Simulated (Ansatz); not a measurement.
Cold compression of Sr2Mg

```yaml
crystal:
  lattice:
    - [-2.11821, 2.11821, 7.24749]
    - [2.11821, -2.11821, 7.24749]
    - [2.11821, 2.11821, -7.24749]
  atoms:
    - { symbol: Sr, position: [0.35803, 0.35803, 0.00000] }
    - { symbol: Sr, position: [0.64197, 0.64197, 0.00000] }
    - { symbol: Mg, position: [0.00000, 0.00000, 0.00000] }
```

The base volume is that of a database entry, so it needn't be at zero pressure; the structure needn't be the stable phase, at rest or compressed.

Its volume is scaled at fixed shape and fractional positions.

Level of theory: DFT with PBEsol, scalar-relativistic, in Ansatz 0.2.0; a Γ-centred 12×12×12 k mesh, Fermi–Dirac smearing of 0.05 eV, no spin polarisation. LAPW: all electrons, basis error target 1 meV/atom; PAW: frozen-core files, cutoff 420 eV; crystal datasets: all electrons, by PAW datasets that the program makes for each cell.

Energies are extrapolated to zero smearing and count from the unscaled cell; pressure is positive in compression; gaps take the mesh and a band path. No temperature or zero-point motion is included.

The PAW files were made under PBE. The structure type is held throughout; the real material can change phase at far lower pressure.

| V/V0 | V (Å³/atom) | P LAPW (GPa) | ΔE LAPW (eV/atom) | P PAW − LAPW (GPa) | ΔE PAW − LAPW (meV/atom) |
| --- | --- | --- | --- | --- | --- |
| 1.00 | 43.36 | -0.90 | 0.000 | 0.00 | 0.0 |
| 0.80 | 34.69 | 3.90 | 0.058 | 0.00 | 0.2 |
| 0.55 | 23.85 | ? | 0.832 | 0.00 | 0.4 |
| 0.50 | 21.68 | ? | 1.189 | -0.01 | 0.4 |

Problem. What belongs in the row "0.50", column "P LAPW (GPa)"?

Solution. 30.3.

Problem. Fill in "P LAPW (GPa)" for the row "0.55".

Solution. 22.7.

Problem. From the table, what is the rise of the enthalpy H = E + pV up to the last row, and how stiff is the crystal between the last two rows?

Solution. ΔH = 1.189 eV + (30.3 GPa × 21.68 Å³ + 0.90 GPa × 43.36 Å³) × 0.006242 eV/(GPa·Å³) = 5.54 eV/atom, of which pV makes 79 %. The mean bulk modulus there is −ΔP/Δln V = 79.6 GPa.

Problem. At the smallest volume, how far do crystal datasets lie from LAPW in pressure and in the largest force component?

Solution. crystal datasets: 0.00 GPa, 0.000 eV/Å, on a LAPW pressure of 30.3 GPa.
